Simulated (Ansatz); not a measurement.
Input:

SrAl2:
```
SrAl2
1.0
   -2.40359     3.96281     3.95406
    2.40359    -3.96281     3.95406
    2.40359     3.96281    -3.95406
Sr Al
2 4
Direct
  0.30043   0.55043   0.75000
  0.69957   0.44957   0.25000
  0.27011   0.83924   0.43087
  0.72989   0.16076   0.56913
  0.90837   0.83924   0.06913
  0.09163   0.16076   0.93087
```

This is the r²SCAN-relaxed structure.

Problem. All from DFT-r²SCAN in the program Ansatz with PAW potentials, unless another level is named. Give the formation energy from the elements (no fitted shifts).

Solution. -0.30 eV/atom.

Problem. Predict the density of states at the Fermi level.

Solution. 0.17 states/eV per atom (mean over ±0.08 eV).

Space group Imma. The workflow started from a Materials Project entry (that database holds measured and hypothetical structures alike); the Crystallography Open Database copy checked does not list it. Whether it is the stable phase at ambient conditions was not checked. The r²SCAN relaxation kept the symmetry of its start; whether a distortion lowers the energy is not shown. The references are the lowest solids computed at this level, not always the standard phases. Scalar-relativistic: spin–orbit coupling is off unless named, which matters more the heavier the elements.

Potentials: the later of the program's two PAW sets.
